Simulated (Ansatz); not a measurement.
TiRh (L1₀ or tetragonal B2, space group No. 123), a = 2.926 Å, b = 2.926 Å, c = 3.370 Å, α = 90.00°, β = 90.00°, γ = 90.00°.

Relaxed with PBEsol.

**Question.** Which orbitals make up the states near the Fermi level in PBEsol (plane waves, PAW; program Ansatz)?

**Answer.** Within 0.5 eV of the Fermi level: Ti 3d 67 %, Rh 4d 24 %. Projections are on Löwdin-orthogonalised atomic valence shells; empty p or d shells of many metals are not among them.

**Question.** Tabulate the density of states.

**Answer.** States/eV per cell of 2 atoms, in 0.25 eV bins, energy from the Fermi level.

| E (eV) | total | Rh 4d | Ti 3d | Ti 4s |
|---|---|---|---|---|
| -7.75 | 0.00 | 0.00 | 0.00 | 0.00 |
| -7.50 | 0.03 | 0.00 | 0.00 | 0.01 |
| -7.25 | 0.08 | 0.00 | 0.00 | 0.04 |
| -7.00 | 0.11 | 0.00 | 0.00 | 0.06 |
| -6.75 | 0.14 | 0.00 | 0.00 | 0.07 |
| -6.50 | 0.18 | 0.00 | 0.00 | 0.09 |
| -6.25 | 0.21 | 0.01 | 0.00 | 0.10 |
| -6.00 | 0.26 | 0.02 | 0.01 | 0.12 |
| -5.75 | 0.33 | 0.03 | 0.01 | 0.13 |
| -5.50 | 0.51 | 0.13 | 0.04 | 0.16 |
| -5.25 | 1.40 | 0.67 | 0.20 | 0.24 |
| -5.00 | 2.52 | 1.41 | 0.45 | 0.28 |
| -4.75 | 3.09 | 1.95 | 0.54 | 0.28 |
| -4.50 | 3.52 | 2.45 | 0.59 | 0.25 |
| -4.25 | 3.14 | 2.24 | 0.62 | 0.16 |
| -4.00 | 3.52 | 2.63 | 0.64 | 0.09 |
| -3.75 | 3.39 | 2.62 | 0.57 | 0.05 |
| -3.50 | 2.53 | 1.97 | 0.42 | 0.03 |
| -3.25 | 2.88 | 2.25 | 0.50 | 0.02 |
| -3.00 | 3.51 | 2.73 | 0.57 | 0.04 |
| -2.75 | 3.11 | 2.38 | 0.51 | 0.05 |
| -2.50 | 3.54 | 2.71 | 0.57 | 0.07 |
| -2.25 | 2.67 | 1.93 | 0.45 | 0.10 |
| -2.00 | 2.20 | 1.47 | 0.43 | 0.13 |
| -1.75 | 1.71 | 1.02 | 0.41 | 0.13 |
| -1.50 | 1.18 | 0.53 | 0.40 | 0.11 |
| -1.25 | 0.81 | 0.23 | 0.35 | 0.10 |
| -1.00 | 0.95 | 0.34 | 0.39 | 0.08 |
| -0.75 | 0.98 | 0.32 | 0.44 | 0.07 |
| -0.50 | 1.04 | 0.29 | 0.55 | 0.07 |
| -0.25 | 1.34 | 0.33 | 0.82 | 0.06 |
| 0.00 | 2.56 | 0.60 | 1.73 | 0.08 |
| 0.25 | 2.96 | 0.71 | 2.07 | 0.05 |
| 0.50 | 2.99 | 0.76 | 2.06 | 0.04 |
| 0.75 | 3.28 | 0.72 | 2.35 | 0.05 |
| 1.00 | 2.56 | 0.53 | 1.81 | 0.03 |
| 1.25 | 4.19 | 0.77 | 3.12 | 0.03 |
| 1.50 | 2.74 | 0.42 | 2.05 | 0.02 |
| 1.75 | 2.16 | 0.26 | 1.71 | 0.03 |
| 2.00 | 2.12 | 0.24 | 1.74 | 0.03 |
| 2.25 | 2.56 | 0.30 | 2.11 | 0.05 |
| 2.50 | 3.13 | 0.45 | 2.51 | 0.06 |
| 2.75 | 2.89 | 0.42 | 2.31 | 0.06 |
| 3.00 | 1.02 | 0.13 | 0.72 | 0.06 |
| 3.25 | 0.55 | 0.07 | 0.28 | 0.07 |
| 3.50 | 0.53 | 0.06 | 0.24 | 0.07 |
| 3.75 | 0.54 | 0.05 | 0.23 | 0.08 |
| 4.00 | 0.77 | 0.05 | 0.32 | 0.17 |
| 4.25 | 0.78 | 0.04 | 0.29 | 0.18 |
| 4.50 | 0.69 | 0.04 | 0.21 | 0.14 |
| 4.75 | 0.64 | 0.04 | 0.17 | 0.13 |

Space group P4/mmm (L1₀ or tetragonal B2). The first step of the workflow began from a Materials Project structure, measured or hypothetical; the Crystallography Open Database files this formula in space group No. 123, but the cells were not matched. Whether it is the stable phase at ambient conditions was not checked. The cell was relaxed with PBEsol under the symmetry of its start; of distortions, only those at the zone centre were tested. No spin polarisation was allowed. Axis ratios of metals converge slowly with the k-mesh, so a and c are less sure than the volume. Scalar-relativistic: spin–orbit coupling is off unless named, which matters more the heavier the elements.

Potentials: the later of the program's two PAW sets.
